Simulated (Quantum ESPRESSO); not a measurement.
## Al3SiN3C (convergence and cost over cutoff and k mesh)

Computed values, not a measurement. The program is pw.x of Quantum ESPRESSO 7.5 (plane-wave density functional theory). The cell is made up: 8 atoms on a wurtzite lattice, with randomly drawn elements, strain and displacements, not relaxed. PseudoDojo standard norm-conserving files (v0.5 for PBE, v0.4.1 for LDA and PBEsol) set the functional; there is no spin polarisation, spin-orbit coupling or dispersion term, and the masses in the input are unused placeholders.

Input of the run in row 2:

```
&control calculation='scf', pseudo_dir='./dojo.nc.sr.pbe.v0_5.standard.upf', outdir='./o', disk_io='medium', tprnfor=.true., tstress=.true. /
&system ibrav=0, nat=8, ntyp=4, nbnd=22, ecutwfc=84.00895049, nosym=.true., tot_charge=0,
 occupations='smearing', smearing='fd', degauss=0.0018374661
/
&electrons conv_thr=7.350e-09, electron_maxstep=60, /
ATOMIC_SPECIES
Al 1.0 Al.upf
C 1.0 C.upf
N 1.0 N.upf
Si 1.0 Si.upf
CELL_PARAMETERS angstrom
3.2012 -0.0023 0.0258
-0.004 5.4934 -0.0535
0.0421 -0.0504 5.1849
ATOMIC_POSITIONS angstrom
Al 0.0128 -0.0157 -0.011
Si 1.6385 2.7272 -0.0479
Al 1.6355 0.9467 2.6064
Al 0.0098 3.6046 2.6005
N 0.0525 -0.134 1.9614
C 1.5194 2.8891 1.9459
N 1.6809 0.8861 4.5403
N -0.0269 3.5989 4.4466
K_POINTS automatic
5 4 4 1 1 1
```

The same cell was run at these settings. Meshes are shifted by half a step, and differences are from the last row, which is itself not exact.

| cutoff (eV) | k mesh | k points solved | threshold (eV) | free energy less the last row's (eV) | pressure (GPa) | largest stress difference (GPa) | largest force difference (eV/Å) | iterations | wall time (s) | k-point pools | processor |
| --- | --- | --- | --- | --- | --- | --- | --- | --- | --- | --- | --- |
| 800 | 2 x 2 x 2 | 4 | 1e-04 | -0.473 | -12.89 | 9.42 | 0.418 | 10 | 21 | 1 | AMD EPYC, Zen 5 class |
| 1143 | 5 x 4 x 4 | 40 | 1e-07 | -0.003 | -8.74 | 0.08 | 0.007 | 13 | 231 | 1 | AMD EPYC, Zen 5 class |
| 1437 | 7 x 6 x 6 | 126 | 1e-07 | 0.000 | -8.74 | 0.00 | 0.000 | 13 | 1082 | 1 | AMD EPYC, Zen 5 class |

Each pool is one process. Wall times include start-up and a band step at six k points, which weighs most on the coarsest meshes. The runs were on shared virtual cores whose load varied, so times are rough.